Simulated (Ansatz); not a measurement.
The relaxed structure here is a generated cell of VBiO4: the first start was made by placing the elements on the sites of a structure type, and the end was not matched to a known phase here, so it may be hypothetical. Known forms of VBiO4 include space group No. 88.

One stationary structure of VBiO4. Space group P6/mmm (No. 191). Calculation: PBEsol (plane waves to 420 eV, PAW, scalar-relativistic; Ansatz, an electronic-structure program).

```cif
data_BiO4V
_chemical_formula_sum 'V1 Bi1 O4'
_space_group_name_H-M_alt 'P6/mmm'
_space_group_IT_number 191
_space_group_name_Hall '-P 6 2'
_cell_length_a 3.58355
_cell_length_b 3.58355
_cell_length_c 5.56357
_cell_angle_alpha 90.000
_cell_angle_beta 90.000
_cell_angle_gamma 120.000
loop_
_atom_site_label
_atom_site_type_symbol
_atom_site_symmetry_multiplicity
_atom_site_Wyckoff_symbol
_atom_site_fract_x
_atom_site_fract_y
_atom_site_fract_z
_atom_site_occupancy
V1 V 1 b 0.00000 0.00000 0.50000 1
Bi1 Bi 1 a 0.00000 0.00000 0.00000 1
O1 O 4 h 0.33333 0.66667 0.28883 1
```

### Question
Give the magnetic moment at the level PBEsol.

### Answer
Net 0.15 μB/atom, ferromagnetic.

Spin state reached: ferromagnetic (net 0.15 μB/atom), from parallel starting moments; other spin orders were not run from this start. The d or f electrons are treated with no Hubbard U.

The run could not lose the symmetry of its start, so the end can be a saddle point.
